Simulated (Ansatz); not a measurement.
Ga$_{3}$Ni$_{2}$ (La2O3 or Ni2Al3 type, P-3m1), PBE in the plane-wave PAW code Ansatz, all energies at zero smearing, with the estimated change up to a 700 eV cutoff added, with one set of potentials and settings (totals compare only within such a set). Cell of 5 atoms (3 Ga, 2 Ni): -23030.539 eV.

```tsv
element	reference phase	E (eV/atom)
Ga	Cmce, 4 atoms in the cell	-3783.0209
Ni	Fm-3m, 1 atoms in the cell, spin-polarised	-5839.7239
```

Formation energy per atom, worked out: (-23030.539 − 3×(-3783.0209) − 2×(-5839.7239))/5 = -0.406 eV/atom (-39 kJ per mol of atoms), at 0 K, without zero-point energy or fitted corrections.

The workflow started from a Materials Project entry (that database holds measured and hypothetical structures alike); the Crystallography Open Database files this formula in space group No. 164, but the cells were not matched. Whether it is the stable phase at ambient conditions was not checked. The cell was relaxed with PBE under the symmetry of its start; whether a distortion lowers the energy is not shown. No spin polarisation was allowed. The references are the lowest solids computed at this level, not always the standard phases.

Potentials: the later of the program's two PAW sets.
